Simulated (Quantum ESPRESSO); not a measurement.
# Strain and stress in GeGaHfO5F

The results below are calculated, not measured. They come from pw.x of Quantum ESPRESSO 7.5, a plane-wave density functional program, with PseudoDojo standard norm-conserving files (v0.5 for PBE, v0.4.1 for LDA and PBEsol). The cells are made up: elements, strain and atom displacements were drawn at random, and nothing was relaxed. There is no spin polarisation, spin-orbit coupling or dispersion term.

The hafnium file is less sure than the others, with forces about 3 percent (worst 6) and pressure in oxides about 1.5 GPa (worst 2.7) from a second method in checks, which no rerun with the same files tests.

The cell has 10 sites of a corundum lattice. Sites 1 to 4 hold Ge empty Ga Hf; sites 5 to 10 hold O F O O O O. Cell vectors in Å: (2.746, 1.500, 4.830); (-2.602, 1.530, 4.740); (0.098, -3.111, 4.811). Settings: PBE, cutoff 1143 eV, 5 x 5 x 5 k mesh shifted by half a step, Fermi-Dirac smearing of 0.025 eV.

Each run adds a shear xy (given as the tensor component) to one cell, with the atoms carried along; the vectors above are those of run 3. Stress is positive in tension and P is minus a third of its trace. E is the free energy for each atom above the lowest run shown. The last column is band 39 less band 38 at Gamma, from a band step after each run.

```
run,strain (%),s_xx (GPa),s_yy (GPa),s_zz (GPa),s_xy (GPa),P (GPa),E (meV/atom),level step at Gamma (eV)
1,-1.55,17.54,17.20,18.12,-3.99,-17.62,9.89,1.267
3,-0.03,18.09,17.55,18.20,-1.98,-17.95,2.80,1.276
4,0.29,18.18,17.61,18.21,-1.56,-18.00,1.91,1.274
5,1.07,18.33,17.73,18.20,-0.54,-18.09,0.36,1.263
6,1.49,18.39,17.78,18.19,0.01,-18.12,0.00,1.255
7,2.43,18.43,17.85,18.14,1.24,-18.14,0.40,1.229
2,-0.79,?,?,?,?,?,?,?
```

A rerun of one of these cells at 1437 eV and k mesh 7 x 7 x 7 moved values by no more than 0.003 eV in the cell's energy, 0.04 GPa in stress and 0.002 eV/Å in force.

## Worked fit

A parabola through the six runs shown gives s_xy = -1.94 + 1.32 e - 0.003 e² GPa, with e in per cent and a scatter of 0.01 GPa. The slope is a stiffness of 132 ± 1 GPa for each unit of this strain at e = 0, twice a shear constant under the stress shown, since the tensor component is half the shear angle. The atoms are clamped, and relaxing them would in general lower it. The error is the larger of the fit's own and the change that a cubic makes, rounded up.

## Withheld run

Question: what s_xy should run 2 give?

The fit gives -2.98 GPa. The calculation gave -2.99 GPa.

```
run  strain (%)  s_xx (GPa)  s_yy (GPa)  s_zz (GPa)  s_xy (GPa)  P (GPa)  E (meV/atom)  level step at Gamma (eV)
  2       -0.79       17.85       17.39       18.17       -2.99   -17.80          5.82                     1.276
```